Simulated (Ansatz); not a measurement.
Strain response of VPt2

Computed with DFT r2SCAN, scalar-relativistic, plane waves, PAW (Ansatz). (500 eV cutoff, 14×10×4 k-mesh, Gaussian smearing of 0.10 eV, no spin polarisation)

The relaxed crystal:

```
CELL_PARAMETERS angstrom
2.72045 0.00000 0.00000
0.00000 3.79590 0.00000
0.00000 0.00000 8.36775
ATOMIC_POSITIONS crystal
V 0.00000 0.00000 0.00000
V 0.50000 0.50000 0.50000
Pt 0.50000 0.50000 0.83955
Pt 0.00000 0.00000 0.66045
Pt 0.00000 0.00000 0.33955
Pt 0.50000 0.50000 0.16045
```

Deformation: shear that moves c along a by the strain times its height over the a-b plane, the cell held and the atoms relaxed, all within the symmetry that the strain leaves. Energies are extrapolated to zero smearing.

Spin–orbit coupling is left out, which can shift energies with elements as heavy as these.

```tsv
strain (%)	ΔE (meV/atom)	a (Å)	b (Å)	c (Å)
-6.0	13.9	2.720	3.796	8.383
-4.0	6.2	2.720	3.796	8.374
-2.0	1.5	2.720	3.796	8.369
+0.0	0.0	2.720	3.796	8.368
+2.0	1.5	2.720	3.796	8.369
+4.0	6.2	2.720	3.796	8.374
+6.0	13.9	2.720	3.796	8.383
```

What stiffness (1/V) d²E/dε² at zero strain does a cubic fit over all points give?

A cubic fit gives (1/V) d²E/dε² = 86 GPa at zero strain (the shear constant for this plane and direction).